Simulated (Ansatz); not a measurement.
Relaxed-ion elastic tensor of NbN (NiAs type, P6_3/mmc) in GPa (Voigt order), DFT-LDA in the program Ansatz with PAW potentials; density 8.65 g/cm³, 10.26 Å³ per atom.

```
646  234  194  0.0  0.0  0.0
234  646  194  0.0  0.0  0.0
194  194  691  0.0  0.0  0.0
0.0  0.0  0.0  223  0.0  0.0
0.0  0.0  0.0  0.0  223  0.0
0.0  0.0  0.0  0.0  0.0  206
```

### Question
Is the crystal mechanically stable?

### Answer
Yes: the smallest eigenvalue of C is 206 GPa.

### Question
Work out the Voigt, Reuss and Hill averages.

### Answer
K_V = 359, K_R = 359, K_H = 359; G_V = 221, G_R = 220, G_H = 221 GPa.

### Question
Give Young's modulus, Poisson's ratio, Pugh's ratio and the universal anisotropy index.

### Answer
E = 9KG/(3K + G) = 549 GPa; ν = 0.24; K/G = 1.63 (brittle by the Pugh limit of 1.75); A_U = 5G_V/G_R + K_V/K_R − 6 = 0.02.

### Question
Estimate the sound speeds and the Debye temperature.

### Answer
v_l = √((K + 4G/3)/ρ) = 8690 m/s, v_t = √(G/ρ) = 5050 m/s, mean 5600 m/s; Θ = (h/k)(3n/4πV)^(1/3) v_m = 768 K.

### Question
Solve the Christoffel equation for the three sound speeds along x, y, z.

### Answer
Eigenvalues of C_ijkl n_j n_l equal ρv². In km/s, slowest first: x 4.88, 5.08, 8.64; y 4.88, 5.08, 8.64; z 5.08, 5.08, 8.94.

### Question
How much does each axis shrink under pressure?

### Answer
Linear compressibilities β_i = Σ_j S_ij (j = 1 to 3): x 0.93, y 0.93, z 0.93 per TPa.

The workflow started from a Materials Project entry (that database holds measured and hypothetical structures alike); the Crystallography Open Database files this formula in space group No. 194, but the cells were not matched. It is not the phase usual at ambient conditions (space group No. 225). Symmetry was held in the LDA relaxation; of distortions, only those at the zone centre were tested. The run is not spin-polarised. As this level gives no gap, shear constants depend on the k-mesh and smearing (Fermi–Dirac, 0.1 eV here).

Potentials: the later of the program's two PAW sets.
